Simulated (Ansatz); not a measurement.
In₂Au (fluorite type, space group Fm-3m)

```
In2Au
1.0
    0.00000     3.23241     3.23241
    3.23241     0.00000     3.23241
    3.23241     3.23241     0.00000
In Au
2 1
Cartesian
  4.84862   4.84862   4.84862
  1.61621   1.61621   1.61621
  0.00000   0.00000   0.00000
```

The slice is a {100} plane (indices of the conventional cell) through the point (0.250, 0.250, 0.250) (fractional), spanned by u = [100] and v = [0 1 -1] in vectors of this cell: u (4.57 Å) and v (4.57 Å, at 90° to u). It covers one period; positions are fractions (u, v).

Calculation: LDA (plane waves to 420 eV, PAW, scalar-relativistic; Ansatz, an electronic-structure program). k mesh 13×13×13. Inside the PAW spheres the values are not all-electron values, and peaks at nuclei hang on which shells count as valence. In2Au was relaxed with its symmetry unable to fall. Spin-orbit coupling is left out, though Au is heavy.

Task: Sketch the electrostatic potential energy of an electron, from the cell's mean on this plane as a map.

Result: 
```
v \ u  0.00  0.10  0.20  0.30  0.40  0.50  0.60  0.70  0.80  0.90
-----  ----  ----  ----  ----  ----  ----  ----  ----  ----  ----
0.90      x     x  <0.0   6.3   8.3   8.4   8.3   6.3  <0.0     x
0.75    0.9   3.1   6.0   6.0   3.1   0.9   3.1   6.0   6.0   3.1
0.60    8.4   8.3   6.3  <0.0     x     x     x  <0.0   6.3   8.3
0.45    8.6   8.4   5.7     x     x     x     x     x   5.7   8.4
0.30    5.5   6.3   6.8   4.1  <0.0     x  <0.0   4.1   6.8   6.3
0.15      x     x   0.8   6.8   7.7   7.6   7.7   6.8   0.8     x
0.00      x     x     x   5.5   8.4   8.7   8.4   5.5     x     x
```

Values: electrostatic potential energy of an electron, from the cell's mean, in eV. Points within 1 Å of a nucleus are blanked (x), as the pseudised field means little there. Values under 0 eV are set to 0. The zero, the cell's mean, hangs on the PAW cores.
